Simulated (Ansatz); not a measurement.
LiH (rock salt)

```
CELL_PARAMETERS angstrom
      0.00000     2.00356     2.00356
      2.00356     0.00000     2.00356
      2.00356     2.00356     0.00000
ATOMIC_POSITIONS crystal
  H  0.00000 0.00000 0.00000
  Li 0.50000 0.50000 0.50000
```

The slice is a {111} plane (indices of the conventional cell) through the point (0.500, 0.500, 0.500) (fractional), spanned by u = [100] and v = [-1 2 0] in vectors of this cell: u (2.83 Å) and v (4.91 Å, at 90° to u). It covers one period; positions are fractions (u, v).

Method: PBE (plane waves to 420 eV, PAW, scalar-relativistic; Ansatz, an electronic-structure program). k mesh 14×14×14. Inside the PAW spheres the values are not all-electron values, and peaks at nuclei hang on which shells count as valence. LiH was relaxed with its symmetry unable to fall.

### Question
Predict the map of the electrostatic potential energy of an electron, from the cell's mean on the slice.

### Answer
```
|xxxxxxxxxx  ==##%%##==  xxxxxxxx|
|xxxxxxxxxx::++%%%%%%++::xxxxxxxx|
|xxxxxxxx  --##%%@@%%##--  xxxxxx|
|xxxxxx  ::**%%@@@@@@%%**--  xxxx|
|    ..--++##@@@@@@@@@@##++--..  |
|====++**##%%@@@@@@@@@@%%##**++==|
|####%%%%%%%%%%########%%%%%%####|
|@@@@@@%%##**++======++**##%%@@@@|
|@@@@@@##++--..      ..--++##@@@@|
|@@@@%%**::  xxxxxxxxxx  --**%%@@|
|@@%%##--  xxxxxxxxxxxxxx  --##%%|
|%%%%++::xxxxxxxxxxxxxxxxxx::++%%|
|%%##==  xxxxxxxxxxxxxxxxxx  ==##|
|%%##==  xxxxxxxxxxxxxxxxxx  ==##|
|%%##==  xxxxxxxxxxxxxxxxxx  ==##|
|%%%%++::xxxxxxxxxxxxxxxxxx::++%%|
|@@%%##--  xxxxxxxxxxxxxx  --##%%|
|@@@@%%**--  xxxxxxxxxx  ::**%%@@|
|@@@@@@##++--..      ..--++##@@@@|
|@@@@@@%%##**++======++**##%%@@@@|
|######%%%%%%########%%%%%%%%%%##|
|====++**##%%@@@@@@@@@@%%##**++==|
|    ..--++##@@@@@@@@@@##++--..  |
|xxxxxx  --**%%@@@@@@%%**::  xxxx|
|xxxxxxxx  --##%%@@%%##--  xxxxxx|
|xxxxxxxxxx::++%%%%%%++::xxxxxxxx|
|xxxxxxxxxx  ==##%%##==  xxxxxxxx|
|xxxxxxxxxx  ==##%%##==  xxxxxxxx|
```
Scale: ten equal steps from 0.06 (start of ' ') to 4.03 (end of '@'), in the order ' .:-=+*#%@'. Values: electrostatic potential energy of an electron, from the cell's mean, in eV. The map has 16 points along u (two characters each, u = 0 at the left) and 28 along v (v = 0 in the bottom row). Points within 0.8 Å of a nucleus are blanked (x), as the pseudised field means little there. The zero, the cell's mean, hangs on the PAW cores.
